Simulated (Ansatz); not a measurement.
GaN:
```yaml
crystal:
  lattice:
    - [3.18117, 0.00000, 0.00000]
    - [-1.59059, 2.75498, 0.00000]
    - [0.00000, 0.00000, 15.57195]
  atoms:
    - { symbol: Ga, position: [0.00000, 0.00000, 0.99975] }
    - { symbol: Ga, position: [0.00000, 0.00000, 0.49975] }
    - { symbol: Ga, position: [0.66667, 0.33333, 0.83330] }
    - { symbol: Ga, position: [0.33333, 0.66667, 0.33330] }
    - { symbol: Ga, position: [0.66667, 0.33333, 0.16657] }
    - { symbol: Ga, position: [0.33333, 0.66667, 0.66657] }
    - { symbol: N, position: [0.00000, 0.00000, 0.87464] }
    - { symbol: N, position: [0.00000, 0.00000, 0.37464] }
    - { symbol: N, position: [0.66667, 0.33333, 0.70807] }
    - { symbol: N, position: [0.33333, 0.66667, 0.20807] }
    - { symbol: N, position: [0.66667, 0.33333, 0.04136] }
    - { symbol: N, position: [0.33333, 0.66667, 0.54136] }
```

Cartesian axes are those of the cell as given.

Q: Give the proper piezoelectric stress tensor with relaxed ions from r²SCAN (plane waves, PAW; program Ansatz).

A: In C/m², rows x, y, z, Voigt columns; mesh uncertainty up to 0.00.
```
 0.00   0.00   0.00   0.00   0.23   0.00
 0.00   0.00   0.00   0.23   0.00   0.00
 0.27   0.27  -0.51   0.00   0.00   0.00
```

The elastic tensor of the same run (GPa):

```
 361   139  90.7   0.0   0.0   0.0
 139   361  90.7   0.0   0.0   0.0
90.7  90.7   409   0.0   0.0   0.0
 0.0   0.0   0.0  97.7   0.0   0.0
 0.0   0.0   0.0   0.0  97.7   0.0
 0.0   0.0   0.0   0.0   0.0   111
```

Q: Convert to strain constants d = e·S.

A: In pC/N:
```
 0.0   0.0   0.0   0.0   2.4   0.0
 0.0   0.0   0.0   2.4   0.0   0.0
 0.8   0.8  -1.6   0.0   0.0   0.0
```

Space group P6_3mc. The cell is a constructed one: a structure type filled with these elements. Its sites differ from those of the usual phase in this space group: another stacking or structure type. Symmetry was held in the r²SCAN relaxation; its stability against distortions is not shown here. Signs of piezoelectric constants follow the polarity of the cell as given.

Potentials: the later of the program's two PAW sets.
